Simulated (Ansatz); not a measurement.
RbAgBr₂ as one 4-atom ordering (P4/mmm) on the rocksalt lattice, relaxed with r2SCAN, was run in Ansatz under altered settings. All numbers are computed, without spin polarisation but where a row says otherwise.

```xyz
4
Lattice="4.5180 0.0000 0.0000 0.0000 4.5180 0.0000 0.0000 0.0000 6.3563" Properties=species:S:1:pos:R:3 pbc="T T T"
Rb    0.0000    0.0000    0.0000
Br    0.0000    0.0000    3.1782
Ag    2.2590    2.2590    3.1782
Br    2.2590    2.2590    0.0000
```

The base run's other keys:
```yaml
kpoints:
  mp_grid: { grid: [4, 4, 4] }
hamiltonian:
  xc: pbe
scf:
  occupations: { method: fixed }
  n_extra_bands: 5
```

It takes 6 iterations with 2509 plane waves at 420 eV and 18 k points, and leaves a mean stress of +0.82 GPa. The gap over this mesh is 1.186 eV. It ran on 4 threads of Arm Neoverse N1, with other jobs on the host.

Outcomes, with energy and stress as changes against the base:
```tsv
setting	outcome	ΔF (meV/atom)	Δ mean stress (GPa)	gap on the mesh (eV)	iterations	wall time
scf.occupations: fermi_dirac 0.05	converged	0.0	0.00	1.186	6	1.9 s
kpoints.mp_grid.grid: [8, 8, 1]	converged	+84	+0.59	1.359	8	1.9 s
kpoints.mp_grid.grid: [2, 2, 2]	converged	+53	+0.63	1.176	7	1.1 s
scf.n_extra_bands: 1	converged	0.0	0.00	1.186	7	1.8 s
scf.occupations: methfessel_paxton 0.05	converged	0.0	0.00	1.186	6	2 s
kpoints.mp_grid.grid: [3, 3, 3]	converged	+4.0	+0.06	1.481	6	1 s
accuracy: low	converged	0.0	0.00	1.186	6	2 s
basis.ecutwfc: 500	converged	-0.9	0.00	1.187	6	2.6 s
basis.ecutwfc: 300	converged, warned	+37	0.00	1.202	6	1.4 s
scf.occupations: fermi_dirac 0.001	converged	0.0	0.00	1.186	6	2 s
hamiltonian.xc: mr2scan (cutoff then 500 eV)	converged	–	-0.80	1.753	7	5.5 s
accuracy: high	converged	0.0	0.00	1.186	9	2.7 s
basis.ecutrho_ratio: 12	converged	0.0	0.00	1.186	6	2.6 s
kpoints.mp_grid.grid: [1, 1, 1]	converged	+871	+6.36	1.181	7	0.73 s
```
A dash marks a value that wasn't obtained or can't be compared. Stress is positive in compression. The base took 2 s.

- kpoints.mp_grid.grid: [8, 8, 1]. The free energy moves by +84 meV an atom, the mean stress by +0.59 GPa (single components by up to 4.0) and the gap on the mesh by +0.173 eV (to 1.359). The gap changes mostly because other points are sampled; a mesh that misses a band edge overestimates it. The mesh is too coarse.
- kpoints.mp_grid.grid: [3, 3, 3]. The free energy moves by +4.0 meV an atom, the mean stress by +0.06 GPa and the gap on the mesh by +0.294 eV (to 1.481). The gap changes mostly because other points are sampled; a mesh that misses a band edge overestimates it. The mesh is too coarse.
- basis.ecutwfc: 300. 1513 plane waves in place of 2509. The free energy moves by +37 meV an atom, the mean stress by 0.00 GPa and the gap on the mesh by +0.015 eV (to 1.202). The basis is too small: these are errors of the cutoff. Warned: cutoff below recommended.
- hamiltonian.xc: mr2scan. The cutoff follows the functional, from 420 to 500 eV. The mean stress moves by -0.80 GPa and the gap on the mesh by +0.566 eV (to 1.753). It's another functional on the same cell, so totals aren't comparable.
- kpoints.mp_grid.grid: [1, 1, 1]. The free energy moves by +871 meV an atom, the mean stress by +6.36 GPa and the gap on the mesh by -0.005 eV (to 1.181). The mesh is too coarse.

Within 1 meV an atom, 0.1 GPa and 0.005 eV of the base stay: scf.occupations: fermi_dirac 0.05; scf.n_extra_bands: 1; scf.occupations: methfessel_paxton 0.05; accuracy: low; basis.ecutwfc: 500; scf.occupations: fermi_dirac 0.001; accuracy: high; basis.ecutrho_ratio: 12.

Spin-orbit coupling is left out.
